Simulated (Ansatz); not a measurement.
Values for one crystal, relaxed and computed with LDA in the plane-wave PAW code Ansatz; other levels are named.

```yaml
volume_per_atom: 32.69 Å³
band_gap: 0.15 eV (direct)
hole_effective_mass: 0.042, 0.042, 0.079 mₑ (principal values)
Highest zone-centre frequency (without LO–TO term): 141 cm^-1
Pressure derivative B′: 9.7
mechanical_stability: stable (all eigenvalues of C positive)
valence_band_maximum: at Γ
```

**Question.** Which compound is it?
(A) Bi2Te3, R-3m (Bi on 6c, Te on 6c, Te on 3a)
(B) BeTe, zinc blende
(C) Te2Mo, P6_3/mmc (Te on 4f, Mo on 2c)
(D) Ga2O3, R-3m (Ga on 6c, O on 3a, O on 6c)

**Answer.** A, Bi2Te3, R-3m (Bi on 6c, Te on 6c, Te on 3a)

Symmetry was held in the LDA relaxation. A crystal of weakly bound layers computed without a dispersion correction: the cell and the soft elastic constants depend strongly on that. Spin–orbit coupling is left out wherever it is not named.

Potentials: the earlier of the program's two PAW sets. The files were generated under PBE; for other functionals the program regenerates the frozen cores, and for LDA and PBEsol the local potential too.
